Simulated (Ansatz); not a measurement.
## How the vibrations of BaAu2 change with volume

The calculation used Ansatz 0.2.0, DFT LDA, scalar-relativistic, plane waves, PAW. Settings: 420 eV plane-wave cutoff, Γ-centred 12×12×10 mesh, Fermi-Dirac smearing of 0.15 eV. No spin polarisation. Phonons by linear response, acoustic sum rule imposed.

Relaxed structure:
Space group P6/mmm (No. 191). a = 4.729 Å, b = 4.729 Å, c = 4.048 Å, α = 90.00°, β = 90.00°, γ = 120.00°
```csv
atom,site,symmetry,x,y,z
Ba,1a,6/mmm,0.0000,0.0000,0.0000
Au,2d,-6m2,0.3333,0.6667,0.5000
```

In a metal, frequencies depend on the k mesh and the smearing, soft modes most. Spin–orbit coupling is left out, which can shift energies with elements as heavy as these.

Cells at 0.98 and 1.02 times the equilibrium volume were relaxed in shape and atoms; γ = −d ln ν / d ln V, modes matched by rank.

(1) Give the optical frequencies at Γ (cm⁻¹) at the three volumes and the mode Grüneisen parameters.

(2) What pressures hold the two strained cells, and what bulk modulus follows?

## Answers

(1)
```json
{"0.98 V": "50", "V": "48", "1.02 V": "47", "γ": "1.58", "degeneracy": "1"}
{"0.98 V": "91", "V": "87", "1.02 V": "82", "γ": "2.45", "degeneracy": "2"}
{"0.98 V": "94", "V": "90", "1.02 V": "86", "γ": "2.23", "degeneracy": "1"}
{"0.98 V": "122", "V": "120", "1.02 V": "117", "γ": "0.97", "degeneracy": "2"}
```

(2) 1.03 GPa at 0.98 V and -0.95 GPa at 1.02 V, so B = −dP/d ln V ≈ 50 GPa.